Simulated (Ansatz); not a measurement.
The start is a relaxed Ir cell displaced along its unstable phonon at q = (½, 0, ½) of its primitive reciprocal cell (59i cm⁻¹), largest move 0.15 Å. The structure is fully relaxed (lattice and positions, P = 0) with r2SCAN (plane waves to 500 eV, PAW, scalar-relativistic; Ansatz, a quantum-chemistry and plane-wave program). The first steps use a coarse 12×12×12 k-mesh.

Starting cell:
```
CELL_PARAMETERS angstrom
      8.70066     0.00000     0.00000
     -2.17516     3.76750     0.00000
      4.35033     0.00000     2.68247
ATOMIC_POSITIONS crystal
  Ir 0.00000 0.00000 0.00000
  Ir 0.50000 0.00000 0.00000
  Ir 0.91667 0.70115 0.50000
  Ir 0.41667 0.63219 0.50000
  Ir 0.08333 0.36781 0.50000
  Ir 0.58333 0.29885 0.50000
```

- Largest initial force = 0.16 eV/Å, on Ir3, Ir4, Ir5, Ir6 (atoms numbered as listed)
- Energy released = 0.10 eV/atom
- Volume change = +0.8 %, from 14.66 to 14.77 Å³/atom
- Relative to the parent = It does not go back: it reaches Ibam (No. 72), 0.11 eV/atom below the parent
- Optimiser moves = 9

The end point of the relaxation:

```cif
data_Ir12
_chemical_formula_sum 'Ir12'
_space_group_name_H-M_alt 'Ibam'
_space_group_IT_number 72
_space_group_name_Hall '-I 2 2c'
_cell_length_a 4.82806
_cell_length_b 7.03952
_cell_length_c 5.21642
_cell_angle_alpha 90.000
_cell_angle_beta 90.000
_cell_angle_gamma 90.000
loop_
_atom_site_label
_atom_site_type_symbol
_atom_site_symmetry_multiplicity
_atom_site_Wyckoff_symbol
_atom_site_fract_x
_atom_site_fract_y
_atom_site_fract_z
_atom_site_occupancy
Ir1 Ir 4 a 0.00000 0.00000 0.25000 1
Ir2 Ir 8 j 0.41002 0.17404 0.00000 1
```
(The calculation used a cell of 6 atoms; values per cell refer to that cell.)

Final values are on a 13×13×13 k-mesh of the relaxed cell. No spin polarisation in the result.

The run could not lose the symmetry of its start, so the end can be a saddle point.

The relaxed structure here is a generated cell of Ir: the first start was made by placing the elements on the sites of a structure type, and the end was not matched to a known phase here, so it may be hypothetical. Known forms of Ir include space group No. 225.
